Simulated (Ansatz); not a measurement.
CoIrN$_{2}$ in space group R-3m (No. 166; Co on 3b, Ir on 3a, N on 6c), PBE in the plane-wave PAW code Ansatz, all energies at zero smearing, with the estimated change up to a 700 eV cutoff added, with one set of potentials and settings (totals compare only within such a set). Cell of 4 atoms (1 Co, 1 Ir, 2 N): -17827.987 eV.

| element | reference phase | E (eV/atom) |
|---|---|---|
| Co | P6_3/mmc, 2 atoms in the cell, spin-polarised | -5126.1559 |
| Ir | Fm-3m, 1 atoms in the cell | -11935.3137 |
| N | Pa-3, 8 atoms in the cell | -384.0325 |

Formation energy per atom, worked out: (-17827.987 − 1×(-5126.1559) − 1×(-11935.3137) − 2×(-384.0325))/4 = 0.387 eV/atom (37 kJ per mol of atoms), at 0 K, without zero-point energy or fitted corrections.

The start of the workflow was typed in or built on a structure type; neither database checked (COD, Materials Project) lists it. Its standing as an ambient phase is unchecked. The PBE relaxation kept the symmetry of its start; whether a distortion lowers the energy is not shown. The workflow began spin-polarised and lost its moments. Its formation energy is positive at this level, so the cell may be metastable or incomplete. The references are the lowest solids computed at this level, not always the standard phases (solids in place of the gases). Scalar-relativistic: spin–orbit coupling is off unless named, which matters more the heavier the elements.

Potentials: the later of the program's two PAW sets.
